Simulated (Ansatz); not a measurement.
A plane-wave DFT run in Ansatz 0.2.0 (scalar-relativistic PAW potentials unless the input names others): input and command.

```yaml
crystal:
  lattice:
    - [3.64868372, 0.0, 0.0]
    - [0.0, 3.64868372, 0.0]
    - [0.0, 0.0, 3.64868372]
  atoms:
    - { symbol: Ca, position: [0.0, 0.0, 0.0411107159] }
    - { symbol: Zn, position: [0.5, 0.5, 0.5] }
basis:
  ecutwfc: 420
  xc_grid: 2
kpoints:
  mp_grid: { grid: [10, 10, 10], shift: [0.5, 0.5, 0.5] }
hamiltonian:
  xc: pbesol
scf:
  occupations: { method: gaussian, width: 0.1 }
  algorithm: direct_min
output:
  forces: true
  eigenvalues: true
  stress: true
```

```bash
ansatz run input.yaml --threads 1 --pin off --max-ram 1331MiB --backend cpu --events-out ev --progress --plain --runs-dir out
```

Abridged log:
```
Pseudopotentials: kind: paw
Pseudopotential: Ca, paw, valence charge 10, recommended cutoff 420 eV (normal)
Pseudopotential: Zn, paw, valence charge 12, recommended cutoff 420 eV (normal)
Functional definition: PBEsol
Crystal: 2 atoms, lattice volume = 48.575 Å³
Basis set: ecut = 420 eV, 949 PW (Γ), exchange–correlation on 50×50×50 points (8 copies of the dense FFT grid, shifted against one another)
Bands: 15, of which v1, the nominal top of the filled ones, is band 11 counted from 1 (10 counted from 0)
Symmetry: 8 space group operations
Space group: P4mm (ITA 99), of the structure as read, at distance tolerance 3.6e-5 Å
k-points: 75 of 1000 (time reversal used)
Initial density: superposition of atomic densities (neutral atoms: chi_scale 0, normalization atom), corrected by the library's trained network
Initial wavefunctions: pseudopotential atomic-orbital guess
Functional: x = pbesol(κ = 0.804, μ = 0.12345679), c = pbesol(β = 0.046)
SCF iter   1: F=—  HF=-5075.022509 eV  |F-HF|=—  |Δ(HF+E_count)|=         —  Δρ=3.67e-3  dr2=4.79e-3  ethr=1.77e-3  ⟨swp⟩=11.9  Hψ=6183  notcnv=0
SCF iter   2: F=—  HF=-5075.023625 eV  |F-HF|=—  |Δ(HF+E_count)|=   1.12e-3  Δρ=3.84e-3  dr2=4.21e-3  ethr=2.18e-5  ⟨swp⟩=4.4  Hψ=3917  notcnv=0  defer=2
SCF iter   3: F=—  HF=-5075.021349 eV  |F-HF|=—  |Δ(HF+E_count)|=   2.28e-3  Δρ=3.58e-4  dr2=6.13e-5  ethr=2.18e-7  ⟨swp⟩=4.6  Hψ=5226  notcnv=0
SCF iter   4: F=—  HF=-5075.021316 eV  |F-HF|=—  |Δ(HF+E_count)|=   3.24e-5  Δρ=5.57e-5  dr2=1.62e-6  ethr=2.18e-7  ⟨swp⟩=3.1  Hψ=2106  notcnv=0
SCF iter   5: F=-5075.021316 eV  HF=-5075.021316 eV  |F-HF|=7.00e-9  |Δ(HF+E_count)|=   6.09e-7  Δρ=5.49e-6  dr2=1.10e-8  ethr=5.82e-9  ⟨swp⟩=3.7  Hψ=2375  notcnv=0
SCF 1 converged in 5 iterations: F = -5075.021316 eV  dr2 = 1.10e-8
  Residual-converged pass: ⟨swp⟩=4.0  Hψ=3321  notcnv=0  max |occ|·‖R‖ = 6.5e-6 eV (tolerance 6.7e-6 eV) dr2=1.16e-8  dr2_onsite=8.81e-9  max |Δocc| = 3.7e-8
SCF converged after 5 iterations
Stability not checked: this state was not tested for a lower state beside it, because a direct minimisation reached the state, and no test of it is asked (direct_minimisation; see scf.lower_state_search)
Free energy (F): -5075.021316 eV
Harris-Foulkes:  -5075.021316 eV  (|F-HF|=7.00e-9)
Internal energy: -5075.012238 eV  (E = F + TS)
E sigma→0 (E₀):  -5075.016777 eV
Entropy (-TS):   -0.009078 eV (-4.539 meV/atom)
Fermi energy:    7.530870 eV
--- Forces (eV/Å), atoms counted from 1 ---
  atom   1  Ca     0.00000000     0.00000000    -0.33876099
  atom   2  Zn     0.00000000     0.00000000     0.33875135
--- Stress (GPa, compression-positive) ---
       -0.817561       0.000000       0.000000
        0.000000      -0.817561       0.000000
        0.000000       0.000000      -1.003364
  P = ⅓ Tr σ = -0.8795 GPa (-8.795 kbar)
```

Apart from outputs and empty bands, the input differs from a reference run on usual settings in scf.algorithm: not typed → "direct_min"; basis.xc_grid: not typed → 2; kpoints.mp_grid.shift: not typed → [0.5, 0.5, 0.5]. The reference, at the same geometry (not necessarily relaxed), gave pressure -0.77 GPa, largest force 0.342 eV/Å, no gap on the mesh. This run converged in 5 SCF iterations (reference: 6) with an energy at zero smearing 7.39 meV/atom above the reference's, pressure -0.88 GPa, largest force 0.339 eV/Å, no gap on the mesh.